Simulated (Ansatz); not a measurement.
A trial cell of TiAl was relaxed with PBEsol (plane waves to 420 eV, PAW, scalar-relativistic; Ansatz, a program for electronic structure).

Before: P4/nmm, origin choice 1 (No. 129), tP4; a = 3.6557 Å, b = 3.6557 Å, c = 4.6065 Å, α = 90.00°, β = 90.00°, γ = 90.00°.

After relaxation:

Simulated powder pattern, Co Kα, λ = 1.79026 Å (kinematic, ideal powder, no thermal factors, no anomalous dispersion; the 24 strongest lines at most, above 1 %, up to 2θ = 90°):

| 2θ (°) | I/Imax (%) |
|---|---|
| 25.65 | 9.3 |
| 37.33 | 6.9 |
| 45.84 | 100 |
| 52.72 | 16 |
| 53.81 | 31 |
| 60.54 | 2.8 |
| 66.36 | 2.0 |
| 78.69 | 19 |
| 79.58 | 9.3 |

Identify the relaxed structure from its pattern: crystal system, space group and cell.

Tetragonal, P4/mmm (No. 123), tP2, AFLOW prototype AB_tP2_123_a_d (L1_0, as in CuAu); a = 2.797 Å, b = 2.797 Å, c = 4.032 Å, α = 90.00°, β = 90.00°, γ = 90.00°. Sites: Al 1d (0.500, 0.500, 0.500); Ti 1a (0.000, 0.000, 0.000).

Index the strongest lines.

45.84° (101), 52.72° (002), 53.81° (110), 78.69° (112), 79.58° (200).

No spin polarisation in the result.

The run could not lose the symmetry of its start.

The first start was generated by placing the elements on the sites of a structure type. A measured structure of TiAl has the same space group, P4/mmm (No. 123); the sites were not compared with it.
